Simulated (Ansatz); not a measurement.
Ti2GeB2 in space group P-6m2 (No. 187; Ti on 2h, Ge on 1a, B on 1b, B on 1f) at seven volumes, DFT-r²SCAN in the program Ansatz with PAW potentials, shape and atoms relaxed at each. One row is withheld.

```json
[
 {"V (Å³/atom)": "10.571", "P (GPa)": "20.96"},
 {"V (Å³/atom)": "10.919", "P (GPa)": "12.86"},
 {"V (Å³/atom)": "11.268", "P (GPa)": "5.92"},
 {"V (Å³/atom)": "11.616", "P (GPa)": "0.00"},
 {"V (Å³/atom)": "11.965", "P (GPa)": "-5.06"},
 {"V (Å³/atom)": "12.313", "P (GPa)": "-9.38"},
 {"V (Å³/atom)": "12.662", "P (GPa)": "?"}
]
```

**Question.** Fit the shown pressures and predict the withheld one.

**Answer.** Third-order Birch–Murnaghan: P = (3/2)B₀(x^(7/2) − x^(5/2))[1 + (3/4)(B′ − 4)(x − 1)] with x = (V₀/V)^(2/3). Least squares on the six rows gives V₀ = 11.617 Å³/atom, B₀ = 182.1 GPa, B′ = 4.21. At V = 12.662, x = 0.9442 and P = -13.09 GPa. The run itself gave -13.05 GPa.

The start of the workflow was typed in or built on a structure type; neither database checked (COD, Materials Project) lists it. Whether it is the stable phase at ambient conditions was not checked. The r²SCAN relaxation kept the symmetry of its start; its stability against distortions is not shown here. The run is not spin-polarised.

Potentials: the earlier of the program's two PAW sets. The files were generated under PBE; for other functionals the program regenerates the frozen cores, and for LDA and PBEsol the local potential too.
